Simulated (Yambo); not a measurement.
A G0W0@PBEsol run in Yambo for Si2N2O (space group Cmc2_1, No. 36) (2×2×2 Γ-centred k mesh, 174 bands and a 7 Ry block in the screening, 174 bands in G with the Bruneval-Gonze terminator, plasmon pole fitted at 27.2 eV) gives these matrix elements, in eV, at the band edges (Γ → Γ):

```csv
state,E0,<Vxc>,<Σx>,<Σc(E0)>,Z
valence edge,0.000,-17.104,-21.469,3.151,0.811
conduction edge,5.017,-11.166,-6.537,-3.676,0.850
```

Task: Solve the linearised quasiparticle equation for both states, give the gap, and say how exchange and correlation each act on it.

Result: E = E0 + Z(Σx + Σc − Vxc). Valence: 0.000 + 0.811 × (-21.469 + (3.151) − (-17.104)) = -0.99 eV. Conduction: 5.017 + 0.850 × (-6.537 + (-3.676) − (-11.166)) = 5.83 eV. The gap is 6.81 eV, against 5.02 eV in PBEsol. Replacing Vxc by bare exchange alone would open it by 9.00 eV; correlation takes back 6.83 eV of that, and Z scales what is left. Nearest settings tried, and what they do to the gap: 114 bands in G: -11 meV; 114 bands in W, 114 bands in G: +9 meV; 6 Ry block (209 vectors against 261): -54 meV. Not varied: mesh. So the settings aren't converged at that level. The k mesh is coarse. 

Geometry of the Materials Project entry, not relaxed at this level; primitive cell a = b = 5.2279 Å, c = 4.8586 Å, α = β = 90.00°, γ = 63.53°.
